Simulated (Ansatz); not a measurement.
Theory: DFT PBE, scalar-relativistic, plane waves, PAW in Ansatz 0.2.0. All cells share a 420 eV cutoff and Γ-centred k meshes spaced at most about 0.3 Å⁻¹ (about 0.25 or finer for metals, 2π included). No spin polarisation in the final relaxations.

Temperature and zero-point effects are left out.

Two forms of AlIn2Sb2As were relaxed alike.

A.

```
Al In Sb As
1.0
     5.68863    0.00000    0.00000
     0.00000    5.68863    0.00000
     0.00000    0.00000    5.55469
Al In Sb As
1 2 2 1
Direct
  0.50000 0.50000 0.00000
  0.00000 0.50000 0.00000
  0.50000 0.00000 0.00000
  0.00000 0.00000 0.25881
  0.00000 0.00000 0.74119
  0.50000 0.50000 0.50000
```

B.

```
Al In Sb As
1.0
     5.42453    0.00000    0.00000
    -2.71226    4.69778    0.00000
     0.00000    0.00000    5.92699
Al In Sb As
1 2 2 1
Direct
  0.00000 0.00000 0.00000
  0.33333 0.66667 0.50000
  0.66667 0.33333 0.50000
  0.33333 0.66667 0.00000
  0.66667 0.33333 0.00000
  0.00000 0.00000 0.50000
```

**Question.** Which is lower in energy, and by how much?

**Answer.** B is lower, by 0.37 eV/atom. A has space group P4/mmm (No. 123), 30.0 Å³/atom and no gap on its mesh; B has space group P6/mmm (No. 191), 25.2 Å³/atom and no gap. Counting As or Sb atoms around Al and In (for each partner element, those within 1.25 times its shortest distance or 1.15 times the sum of covalent radii, where it is the nearest in units of that sum or under 1.3; a plus sign parts groups by distance over the sum of covalent radii; the shortest distance is added where it exceeds 1.18 times the sum of covalent radii), A has Al 2, In 4 and B has Al 8 from 3.0 Å, In 2+3. A holds Sb–Sb chains (shortest 2.68 Å); in B the shortest Sb–Sb distance is 3.13 Å, near bonding range too. The denser one is the lower, and pressure would at first widen the difference. Even the lower one lies +0.10 eV/atom against the reference forms of the elements (uncorrected), so neither is stable at this level. In A, Al is surrounded by 2 As at 2.78 Å and 4 In at 2.84 Å; around In lie 2 Al at 2.84 Å and 4 Sb at 3.19 Å; Sb has 1 Sb at 2.68 Å, 1 Sb at 2.88 Å and 4 In at 3.19 Å; As has 2 Al at 2.78 Å. In B, Al is surrounded by 2 As at 2.96 Å and 6 Sb at 3.13 Å; In has 2 Sb at 2.96 Å, 3 As at 3.13 Å and 3 In at 3.13 Å; around Sb lie 2 In at 2.96 Å, 3 Al at 3.13 Å and 3 Sb at 3.13 Å; As is surrounded by 2 Al at 2.96 Å and 6 In at 3.13 Å. Both come from invented guesses.

Spin–orbit coupling, which can matter for Sb, is left out. Cells relaxed within their symmetry can be saddle points.
